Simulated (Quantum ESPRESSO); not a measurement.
**GaP: magnetic shieldings**

```xyz
2
Lattice="0.0000 2.7258 2.7258 2.7258 0.0000 2.7258 2.7258 2.7258 0.0000" Properties=species:S:1:pos:R:3 pbc="T T T"
Ga     0.0000     0.0000     0.0000
P      1.3629     1.3629     1.3629
```
Geometry: a computed entry of the Materials Project; it was not checked against measured cells. It is GaP in F-43m. Stability against distortions was not tested.

Shieldings are absolute and leave out the bulk-susceptibility term; a larger σ means a smaller chemical shift. By our sweeps, such settings leave a few ppm in absolute σ on light atoms and up to some 20 ppm from Zn on. No d partial waves on P: the paramagnetic term there is incompletely reconstructed. The structure is static (0 K, no zero-point motion).

### Question
What do the calculations give at each independent site (shieldings by PBE GIPAW (a modified build of Quantum ESPRESSO, JTH PAW datasets), 20 Ha, k-mesh 8×8×8 shifted, f-sum rule met within 0.002 %)?

### Answer
```json
[
 {"site": "Ga (atom 1)", "site symmetry": "-43m", "σ_iso (ppm)": "1361"},
 {"site": "P (atom 2)", "site symmetry": "-43m", "σ_iso (ppm)": "372"}
]
```
